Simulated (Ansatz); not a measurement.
TePd:
```yaml
crystal:
  lattice:
    - [1.89570, -5.19926, 0.00000]
    - [1.89570, 5.19926, 0.00000]
    - [0.00000, 0.00000, 4.03955]
  atoms:
    - { symbol: Te, position: [0.64051, 0.35949, 0.25000] }
    - { symbol: Pd, position: [0.90262, 0.09738, 0.25000] }
    - { symbol: Te, position: [0.35949, 0.64051, 0.75000] }
    - { symbol: Pd, position: [0.09738, 0.90262, 0.75000] }
```

Relaxed with PBEsol. Special points in fractions of this cell's reciprocal vectors: Γ (0.000, 0.000, 0.000); Y (-0.500, 0.500, 0.000); C0 (-0.283, 0.717, 0.000); Σ0 (0.283, 0.283, 0.000); Z (0.000, 0.000, 0.500); A0 (0.283, 0.283, 0.500); E0 (-0.283, 0.717, 0.500); T (-0.500, 0.500, 0.500); S (0.000, 0.500, 0.000); R (0.000, 0.500, 0.500).

**Question.** List the band energies nearest the Fermi level at these points for DFT-PBEsol in the program Ansatz with PAW potentials.

**Answer.** In eV from the Fermi level; about four levels below and three above (degenerate sets whole), none deeper than 8.9 eV; points with the same levels are listed once.

| k | below | above |
|---|---|---|
| Γ | -2.07 -2.00 -0.71 -0.66 | 0.17 0.17 2.80 |
| Y | -1.72 -1.00 -0.18 -0.06 | 0.58 3.39 5.13 |
| C0 | -2.28 -2.13 -2.11 -0.09 | 1.65 1.66 1.85 |
| Z | -2.43 -2.43 -0.28 -0.28 | 1.99 1.99 4.59 4.59 |
| A0 | -2.17 -2.17 -1.68 -1.68 | 0.04 0.04 3.19 3.19 |
| T | -2.74 -2.74 -1.80 -1.80 | 1.50 1.50 1.94 1.94 |
| S | -2.22 -2.10 -1.93 -0.32 | 0.58 1.62 1.64 |
| R | -1.92 -1.92 -0.45 -0.45 | 3.29 3.29 5.88 5.88 |

Space group Cmcm. The start of the workflow was typed in or built on a structure type; neither database checked (COD, Materials Project) lists it. COD files the formula under space group No. 194. Whether it is the stable phase at ambient conditions was not checked. Symmetry was held in the PBEsol relaxation; its stability against distortions is not shown here. The run is not spin-polarised. Scalar-relativistic: spin–orbit coupling is off unless named, which matters more the heavier the elements.

Potentials: the earlier of the program's two PAW sets. The files were generated under PBE; for other functionals the program regenerates the frozen cores, and for LDA and PBEsol the local potential too.
